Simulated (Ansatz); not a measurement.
Computed properties of BP

BP:
```yaml
crystal:
  lattice:
    - [5.56831, 0.00000, 0.00000]
    - [0.00000, 5.56831, 0.00000]
    - [0.00000, 0.00000, 3.20537]
  atoms:
    - { symbol: B, position: [0.17829, 0.17829, 0.00000] }
    - { symbol: B, position: [0.82171, 0.82171, 0.00000] }
    - { symbol: P, position: [0.81938, 0.18062, 0.00000] }
    - { symbol: P, position: [0.18062, 0.81938, 0.00000] }
    - { symbol: P, position: [0.68062, 0.68062, 0.50000] }
    - { symbol: P, position: [0.31938, 0.31938, 0.50000] }
    - { symbol: B, position: [0.32171, 0.67829, 0.50000] }
    - { symbol: B, position: [0.67829, 0.32171, 0.50000] }
```

Space group P4_2/mnm (No. 136); conventional cell a = 5.568 Å, b = 5.568 Å, c = 3.205 Å, α = 90.00°, β = 90.00°, γ = 90.00°.

Method: DFT-PBE in the program Ansatz with PAW potentials. The cell and atoms are relaxed at this level. Other levels are named where they apply.

**Cell and energy**

```
Property                                                       Value
-----------------------------------------------------  -------------
Volume per atom                                             12.42 Å³
Density                                                   2.79 g/cm³
Formation energy from the elements (no fitted shifts)  -0.29 eV/atom
```

**Electronic structure**

```
Property                                                                                              Result
--------------------------------------------  --------------------------------------------------------------
Band gap                                                                                  0.47 eV (indirect)
Valence-band maximum                                                                                    at Γ
Conduction-band minimum                       on the Γ–Z line, 59 % of the way from Γ (2 equivalent valleys)
Smallest direct gap on the standard path                                                             1.35 eV
Electron effective mass                                               0.33, 0.33, 0.48 mₑ (principal values)
Hole effective mass, band 1 of 2 at the edge                                 0.51 along x, 0.72 along z (mₑ)
Hole effective mass, band 2 of 2 at the edge                                 0.22 along x, 0.72 along z (mₑ)
```

**Mechanics**

```
Property                             Result
----------------------------------  -------
Bulk modulus (Birch–Murnaghan fit)  148 GPa
Pressure derivative B′                  3.8
```

The start of the workflow was typed in or built on a structure type; neither database checked (COD, Materials Project) lists it. It is not the phase usual at ambient conditions (space group No. 216). The cell was relaxed with PBE under the symmetry of its start; its stability against distortions is not shown here. The references are the lowest solids computed at this level, not always the standard phases.

Potentials: the earlier of the program's two PAW sets.
